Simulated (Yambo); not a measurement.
SiO2 (space group R32, No. 155), G0W0@PBEsol in Yambo with this input:

```
rim_cut
gw0
dyson
el_el_corr
HF_and_locXC
ppa
em1d
RandQpts= 1000000
RandGvec= 1 Ry
EXXRLvcs= 84 Ry
VXCRLvcs= 336 Ry
Chimod= "HARTREE"
% BndsRnXp
 1 | 262 |
%
NGsBlkXp= 8 Ry
% LongDrXp
 1.0 | 1.0 | 1.0 |
%
PPAPntXp= 27.2114 eV
% GbndRnge
 1 | 262 |
%
GTermKind= "BG"
DysSolver= "n"
ExtendOut
```

On a 2×2×2 mesh, with wavefunctions cut at 84 Ry, the gap (Γ → Γ) is 8.786 eV and the valence edge shifts by -1.955 eV.

Question: What happens with this change: pole fitted at 55 eV?

Answer: The gap rises by 0.054 eV, to 8.840 eV; the shift of the valence edge becomes -2.040 eV. Neither run is shown to be the converged limit.

Geometry of the Materials Project entry, not relaxed at this level; primitive cell a = b = c = 5.284 Å, α = β = γ = 97.60°.

This is not the ordinary phase of the substance; no match was found in the copy of COD used, and its stability was not checked.

A shift is the quasiparticle energy of the state minus its PBEsol energy.
